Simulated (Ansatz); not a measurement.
GePd2:
```yaml
crystal:
  lattice:
    - [6.70414, 0.00000, 0.00000]
    - [-3.35207, 5.80595, 0.00000]
    - [0.00000, 0.00000, 3.40045]
  atoms:
    - { symbol: Ge, position: [0.66667, 0.33333, 0.00000] }
    - { symbol: Ge, position: [0.33333, 0.66667, 0.00000] }
    - { symbol: Ge, position: [0.00000, 0.00000, 0.50000] }
    - { symbol: Pd, position: [0.60942, 0.00000, 0.50000] }
    - { symbol: Pd, position: [0.39058, 0.39058, 0.50000] }
    - { symbol: Pd, position: [0.00000, 0.60942, 0.50000] }
    - { symbol: Pd, position: [0.00000, 0.27032, 0.00000] }
    - { symbol: Pd, position: [0.27032, 0.00000, 0.00000] }
    - { symbol: Pd, position: [0.72968, 0.72968, 0.00000] }
```

Relaxed with PBEsol. Special points in fractions of this cell's reciprocal vectors: Γ (0.000, 0.000, 0.000); M (0.500, 0.000, 0.000); K (0.333, 0.333, 0.000); A (0.000, 0.000, 0.500); L (0.500, 0.000, 0.500); H (0.333, 0.333, 0.500).

### Question
List the band energies nearest the Fermi level at these points for PBEsol with spin–orbit coupling (plane waves, PAW; program Ansatz).

### Answer
In eV from the Fermi level; about four levels below and three above (degenerate sets whole), none deeper than 8.9 eV; points with the same levels are listed once.

```csv
k,below,above
Γ,-1.42 -1.42 -1.30 -1.30,1.35 1.35 3.52 3.52
M,-0.82 -0.82 -0.40 -0.40,0.41 0.41 1.39 1.39
K,-1.17 -1.17 -0.87 -0.87,1.26 1.26 1.56 1.56
A,-0.86 -0.86 -0.78 -0.78,0.06 0.06 0.09 0.09
L,-1.14 -1.14 -1.07 -1.07,1.11 1.11 1.55 1.55
H,-1.28 -1.28 -1.28 -1.28 -1.16 -1.16,1.66 1.66 1.86 1.86
```

Space group P-62m. The first step of the workflow began from a Materials Project structure, measured or hypothetical; the Crystallography Open Database copy checked does not list it. Its standing as an ambient phase is unchecked. Symmetry was held in the PBEsol relaxation; its stability against distortions is not shown here. No spin polarisation was allowed.

Potentials: the later of the program's two PAW sets.
